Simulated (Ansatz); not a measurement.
Sn$_{2}$Pt (fluorite or antifluorite type, Fm-3m) at seven volumes, DFT-r²SCAN in the program Ansatz with PAW potentials, scaled uniformly. One row is withheld.

| V (Å³/atom) | P (GPa) |
|---|---|
| 20.601 | ? |
| 21.281 | 7.91 |
| 21.960 | 3.57 |
| 22.639 | 0.00 |
| 23.318 | -2.92 |
| 23.997 | -5.30 |
| 24.676 | -7.23 |

Q: Fit the shown pressures and predict the withheld one.

A: P = (3/2)B₀(x^(7/2) − x^(5/2))[1 + (3/4)(B′ − 4)(x − 1)] with x = (V₀/V)^(2/3). Least squares on the six rows gives V₀ = 22.639 Å³/atom, B₀ = 107 GPa, B′ = 5.69. At V = 20.601, x = 1.0649 and P = 13.19 GPa. The run itself gave 13.16 GPa.

The workflow started from an entry of the Crystallography Open Database (COD). Its standing as an ambient phase is unchecked. Symmetry was held in the r²SCAN relaxation; its stability against distortions is not shown here. No spin polarisation was allowed. Spin–orbit coupling is left out wherever it is not named.

Potentials: the later of the program's two PAW sets.
